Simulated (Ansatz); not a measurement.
**HfC: is the k mesh converged?**

HfC in the rock-salt structure, in a typed cell, not relaxed.

```
CELL_PARAMETERS angstrom
0.00000 2.32500 2.32500
2.32500 0.00000 2.32500
2.32500 2.32500 0.00000
ATOMIC_POSITIONS crystal
Hf 0.00000 0.00000 0.00000
C 0.50000 0.50000 0.50000
```

Computed with Ansatz (plane-wave DFT, scalar-relativistic): PBE; Ansatz hand-made PAW at 820 eV; k mesh 8×8×8; Fermi–Dirac smearing of 0.1 eV; no spin. Harmonic phonons by finite displacements in cells commensurate with each q, frequencies in cm⁻¹, imaginary ones marked i; at Γ the three translations are left out and no LO–TO term is added.

Caveats: coarse k mesh.

At 12.57 Å³ an atom it gives top Γ mode (cm⁻¹) 444; lowest mode at X = [0.5, 0, 0.5] (cm⁻¹) 152; top mode at X = [0.5, 0, 0.5] (cm⁻¹) 566.

Repeat on 12×12×12. Do the numbers hold?


| k mesh | cutoff (eV) | volume (Å³/atom) | top Γ mode (cm⁻¹) | lowest mode at X = [0.5, 0, 0.5] (cm⁻¹) | top mode at X = [0.5, 0, 0.5] (cm⁻¹) |
| --- | --- | --- | --- | --- | --- |
| 12×12×12 | 820 | 12.57 | 428 | 149 | 569 |

Yes: these numbers hold within 4 %, and no mode moves by more than 17 cm⁻¹.
